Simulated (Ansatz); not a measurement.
Input file for Ansatz (a first-principles code):

Ansatz 0.2 input:
```yaml
crystal:
  lattice:
    - [3.5069624973, 0.0, 0.0]
    - [-1.7534812487, 3.0371186128, 0.0]
    - [0.0, 0.0, 3.5726561094]
  atoms:
    - { symbol: Zr, position: [0.0, 0.0, 0.0] }
    - { symbol: Se, position: [0.3333333333, 0.6666666667, 0.5] }
kpoints:
  mp_grid: { grid: [13, 13, 11] }
hamiltonian:
  xc: lda
  pseudopotentials: { kind: paw }
scf:
  occupations: { method: fermi_dirac, width: 0.1 }
phonons:
  method: dfpt
  response_accuracy: low
  eigenvectors: true
  rigid_motions: translations
```

Output (shortened):

```
Pseudopotential: Zr, paw, valence charge 12
Pseudopotential: Se, paw, valence charge 16
Functional definition: SPW92
Crystal: 2 atoms, lattice volume = 38.053 Å³
Basis set: ecut = 420 eV, 761 PW (Γ), exchange–correlation on 48×48×48 points (8 copies of the dense FFT grid, shifted against one another)
Bands: 18, of which v1, the nominal top of the filled ones, is band 14 counted from 1 (13 counted from 0)
Symmetry: 12 space group operations
k-points: 294 of 1859 (irreducible under 4 space group operations, time reversal used)
SCF iter   1: F=—  HF=-9463.767153 eV  |F-HF|=—  |Δ(HF+E_count)|=         —  Δρ=6.92e-3  dr2=8.30e-3  ethr=1.77e-3  ⟨swp⟩=5.0  Hψ=22215  notcnv=0
preconditioner: auto → none
SCF iter   2: F=—  HF=-9463.765761 eV  |F-HF|=—  |Δ(HF+E_count)|=   1.39e-3  Δρ=3.94e-3  dr2=2.99e-3  ethr=2.97e-5  ⟨swp⟩=1.4  Hψ=7784  notcnv=0
SCF iter   3: F=—  HF=-9463.765260 eV  |F-HF|=—  |Δ(HF+E_count)|=   5.02e-4  Δρ=8.13e-4  dr2=4.73e-4  ethr=1.07e-5  ⟨swp⟩=3.0  Hψ=9460  notcnv=0
SCF iter   4: F=—  HF=-9463.765099 eV  |F-HF|=—  |Δ(HF+E_count)|=   1.61e-4  Δρ=2.76e-4  dr2=2.18e-5  ethr=1.69e-6  ⟨swp⟩=2.4  Hψ=8555  notcnv=0
SCF iter   5: F=—  HF=-9463.765089 eV  |F-HF|=—  |Δ(HF+E_count)|=   9.38e-6  Δρ=4.46e-5  dr2=4.96e-7  ethr=7.79e-8  ⟨swp⟩=2.0  Hψ=6669  notcnv=0
SCF iter   6: F=—  HF=-9463.765090 eV  |F-HF|=—  |Δ(HF+E_count)|=   1.13e-7  Δρ=7.11e-6  dr2=1.03e-8  ethr=1.77e-9  ⟨swp⟩=2.9  Hψ=9683  notcnv=0
SCF iter   7: F=—  HF=-9463.765090 eV  |F-HF|=—  |Δ(HF+E_count)|=   2.66e-9  Δρ=1.61e-6  dr2=5.05e-10  ethr=3.68e-11  ⟨swp⟩=2.0  Hψ=9142  notcnv=0
SCF iter   8: F=—  HF=-9463.765090 eV  |F-HF|=—  |Δ(HF+E_count)|=  2.07e-10  Δρ=4.88e-7  dr2=3.09e-11  ethr=1.80e-12  ⟨swp⟩=2.0  Hψ=9200  notcnv=0
SCF iter   9: F=-9463.765090 eV  HF=-9463.765090 eV  |F-HF|=3.64e-12  |Δ(HF+E_count)|=  9.09e-12  Δρ=4.02e-8  dr2=6.19e-13  ethr=1.00e-12  ⟨swp⟩=5.0  Hψ=22970  notcnv=0
SCF 1 converged in 9 iterations: F = -9463.765090 eV  dr2 = 6.19e-13
DFPT response loops at Γ: preconditioner auto → Kerker (q_TF=auto, 2.592 Å⁻¹) (partly filled bands, converged f_vac=0.000) …
SCF converged after 9 iterations
Free energy (F): -9463.765090 eV
Harris-Foulkes:  -9463.765090 eV  (|F-HF|=3.64e-12)
Internal energy: -9463.755188 eV  (E = F + TS)
E sigma→0 (E₀):  -9463.760139 eV
Entropy (-TS):   -0.009901 eV (-4.951 meV/atom)
Fermi energy:    15.376618 eV
--- Per-component energies (eV) ---
  E_band       = -382.262449
  E_kinetic    = 458.309199
  E_local      = -2703.608119  (includes V_loc(G=0)·N_el)
  E_nonlocal   = -505.296979
  E_hartree    = 1265.883014
  E_xc         = -267.267324
  E_vxc        = -293.334656  (∫ρ·V_xc dr)
  E_paw        = -4676.333903  (= ΣΔE_a)
  E_vpaw       = 129.902706  (= ΣTr[D̂ρ^β])
  E_aug_tail   = -0.000590  (compensation charges beyond the density's cutoff)
  E_ewald      = -3038.028249
  E_core_change = 2.587763  (= ΣΔE_core)
  E_smearing   = -0.009901  (= −TS)
  E_closure    = 0.000000  (closes the sum)
  Σ components = -9463.765090   (vs F -9463.765090, Δ=0.00e0)
  [band-id]    e_kinetic+e_local+e_nonlocal+2·e_hartree+e_vxc+e_vpaw+e_augmentation_tail = -382.262411   (vs E_band -382.262449, Δ=3.71e-5)
--- Band table (eV; the first three rows and the last of 294) ---
  k-point 0: bands = ["-33.8235", "-33.6125", "-33.6125", "-33.6065", "-33.5963", "-33.5963", "-12.0060", "-11.7409", "-11.7409", "-0.3231", "12.1024", "12.1024", "12.3921", "12.7301", "17.2517", "17.2517", "17.5778", "18.2907"]
  k-point 1: bands = ["-33.8220", "-33.6125", "-33.6125", "-33.6066", "-33.5963", "-33.5963", "-12.0321", "-11.7390", "-11.7390", "-0.2357", "11.4500", "12.1433", "12.1433", "13.5428", "16.7769", "16.7769", "17.8218", "18.6500"]
  k-point 2: bands = ["-33.8179", "-33.6126", "-33.6126", "-33.6069", "-33.5963", "-33.5963", "-12.1012", "-11.7337", "-11.7337", "0.0076", "10.3008", "12.2526", "12.2526", "14.4441", "16.1068", "16.1068", "18.4054", "18.8441"]
  k-point 293: bands = ["-33.8126", "-33.6134", "-33.6072", "-33.5961", "-33.5948", "-33.5729", "-12.1889", "-12.0065", "-11.8470", "1.1176", "9.3745", "9.4514", "11.1318", "14.5417", "17.9524", "18.0646", "18.5258", "20.7258"]
--- Phonons (Γ-DFPT): 4 representative perturbations + reference, on 294 of 1859 k-points (Σ response iterations 12) ---
  ASR residual: 2.196e-4 → 0.000e0 eV/Å²; symmetrization residual: 1.078e-4 eV/Å²
  ASR residual per site (eV/Å²): 1.38e-4 2.20e-4
  Γ frequencies (cm⁻¹): 0.00 0.00 0.00 244.92 245.16 245.16
  non-analytic LO–TO correction: not included (Born effective charges unavailable; polar crystals: no LO–TO splitting at Γ)
```

Cost: about 90 core-seconds (a rough figure) on shared cores.

Space group P-6m2. The workflow started from a Materials Project entry (that database holds measured and hypothetical structures alike); the Crystallography Open Database copy checked does not list it. Whether it is the stable phase at ambient conditions was not checked. Symmetry was held in the LDA relaxation; its stability against distortions is not shown here. No spin polarisation was allowed. As this level gives no gap, phonon frequencies hold no LO–TO term and depend on the k-mesh and smearing (Fermi–Dirac, 0.1 eV here). Spin–orbit coupling is left out wherever it is not named.

Potentials: the later of the program's two PAW sets.

Ansatz is a plane-wave DFT program.
